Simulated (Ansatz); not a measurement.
SiC (wurtzite, P6_3mc) at seven volumes, PBEsol in the plane-wave PAW code Ansatz, shape and atoms relaxed at each. One row is withheld.

| V (Å³/atom) | P (GPa) |
|---|---|
| 9.409 | 25.18 |
| 9.719 | 15.53 |
| 10.029 | 7.21 |
| 10.339 | 0.02 |
| 10.649 | -6.19 |
| 10.960 | ? |
| 11.270 | -16.17 |

Problem. Fit the shown pressures and predict the withheld one.

Solution. P = (3/2)B₀(x^(7/2) − x^(5/2))[1 + (3/4)(B′ − 4)(x − 1)] with x = (V₀/V)^(2/3). Least squares on the six rows gives V₀ = 10.340 Å³/atom, B₀ = 222 GPa, B′ = 3.89. At V = 10.960, x = 0.9619 and P = -11.54 GPa. The run itself gave -11.55 GPa.

The cell was relaxed with PBEsol under the symmetry of its start.

Potentials: the later of the program's two PAW sets.
